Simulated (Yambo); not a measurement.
**PdCdF₆: sweep of GW parameters**

G0W0@PBEsol for PdCdF₆ (space group R-3, No. 148) in Yambo. Reference settings: 2×2×2 Γ-centred k mesh, bands 9 to 174 and a 7 Ry block in the screening, 174 bands in G with the Bruneval-Gonze terminator, plasmon pole fitted at 27.2 eV. The PBEsol gap F → F on this mesh is 1.82 eV; G0W0 gaps are taken between the same points.

```json
[
 {"change from the reference": "reference settings", "G0W0 gap F → F (eV)": "4.44", "shift of the valence edge (eV)": "-1.15", "rough Yambo cost": "1"},
 {"change from the reference": "79 bands in G", "G0W0 gap F → F (eV)": "4.47", "shift of the valence edge (eV)": "-1.16", "rough Yambo cost": "–"},
 {"change from the reference": "wavefunctions cut at 25 Ry", "G0W0 gap F → F (eV)": "4.44", "shift of the valence edge (eV)": "-0.95", "rough Yambo cost": "within a factor of two"},
 {"change from the reference": "no point-group symmetry", "G0W0 gap F → F (eV)": "4.44", "shift of the valence edge (eV)": "-1.15", "rough Yambo cost": "about 4×"},
 {"change from the reference": "79 bands in G, no terminator", "G0W0 gap F → F (eV)": "4.56", "shift of the valence edge (eV)": "-0.60", "rough Yambo cost": "–"},
 {"change from the reference": "no terminator", "G0W0 gap F → F (eV)": "4.47", "shift of the valence edge (eV)": "-0.92", "rough Yambo cost": "–"}
]
```

The reference isn't shown to be the converged limit. Costs are rough (shared machines), scaled to the same edge states, and given only for runs that recompute the screening.

Spin-orbit splittings are left out.

Geometry of the Materials Project entry, not relaxed at this level; primitive cell a = 5.648 Å, b = 5.648 Å, c = 5.648 Å, α = 53.19°, β = 53.19°, γ = 53.19°.

A shift is the quasiparticle energy of the state minus its PBEsol energy.
